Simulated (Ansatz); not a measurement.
The start is a relaxed TiB2 cell, doubled along one cell vector, shaken by Gaussian noise of σ = 0.08 Å a coordinate. The structure is fully relaxed (lattice and positions, P = 0) with r2SCAN (plane waves to 500 eV, PAW, scalar-relativistic; Ansatz, a first-principles code). The first steps use a coarse 9×5×7 k-mesh.

The start:
```
TiB2
1.0
    3.02475     0.00000     0.00000
   -3.02475     5.23902     0.00000
    0.00000     0.00000     3.22272
B Ti
4 2
Cartesian
 -0.04497   1.81403   0.13453
 -1.56168   4.46587  -0.19717
  1.59120   0.86035   0.03361
 -0.00702   3.37453  -0.11072
 -0.11931   0.06677   1.59568
 -1.42302   2.57492   1.57260
```

Q: What pressure does the first self-consistent step give?

A: +8 GPa (positive: the cell is compressed).

Q: What is the largest force in the starting geometry, and on which atom (counted from 1)?

A: About 4.4 eV/Å, on B4 (atoms numbered as listed).

Q: How do the shortest distances between atoms change?

A: The closest pairs of elements (up to four, under 3.6 Å), start → end: B–B 1.58 → 1.75 Å; B–Ti 2.13 → 2.38 Å; Ti–Ti 2.83 → 3.02 Å.

Final values are on a 18×18×14 k-mesh of the relaxed cell. No spin polarisation in the result.

The first start was generated by a random draw of sites in a space group. A measured structure of TiB2 has the same space group, P6/mmm (No. 191); the sites were not compared with it.
